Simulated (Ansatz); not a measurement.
Rb₂NaTlBr₆:
```xyz
10
Lattice="0.0000 5.6349 5.6349 5.6349 0.0000 5.6349 5.6349 5.6349 0.0000" Properties=species:S:1:pos:R:3 pbc="T T T"
Rb     8.4523     8.4523     8.4523
Rb     2.8174     2.8174     2.8174
Na     5.6349     5.6349     5.6349
Tl     0.0000     0.0000     0.0000
Br     2.7359     5.6349     5.6349
Br     8.5338     5.6349     5.6349
Br     5.6349     2.7359     5.6349
Br     5.6349     8.5338     5.6349
Br     5.6349     5.6349     2.7359
Br     5.6349     5.6349     8.5338
```

Relaxed with HSE06. Special points in fractions of this cell's reciprocal vectors: Γ (0.000, 0.000, 0.000); X (0.500, 0.000, 0.500); U (0.625, 0.250, 0.625); K (0.375, 0.375, 0.750); L (0.500, 0.500, 0.500); W (0.500, 0.250, 0.750).

Problem. List the band energies nearest the valence-band maximum at these points for plane-wave PAW HSE06 (Ansatz code).

Solution. In eV from the valence-band maximum; about four levels below and three above (degenerate sets whole), none deeper than 8.9 eV; points with the same levels are listed once.

```csv
k,below,above
Γ,-0.23 -0.23 0.00 0.00 0.00,2.00 5.57 6.81 6.81 6.81
X,-0.52 -0.52 -0.24 -0.01,3.27 7.37 7.62
U,-0.50 -0.48 -0.31 -0.10,3.26 7.24 7.52
L,-0.38 -0.38 -0.27 -0.12 -0.12,3.02 6.35 6.94
W,-0.54 -0.29 -0.27 -0.27,3.29 7.41 7.72 7.72
```

Space group Fm-3m. The first step of the workflow began from a Materials Project structure, measured or hypothetical; the Crystallography Open Database copy checked does not list it. Whether it is the stable phase at ambient conditions was not checked. The HSE06 relaxation kept the symmetry of its start; whether a distortion lowers the energy is not shown. The hybrid was solved on a coarse mesh, the path and, where they were found, the r²SCAN edge points; its band edges are the extreme levels among these. Scalar-relativistic: spin–orbit coupling is off unless named, which matters more the heavier the elements.

Potentials: the later of the program's two PAW sets.
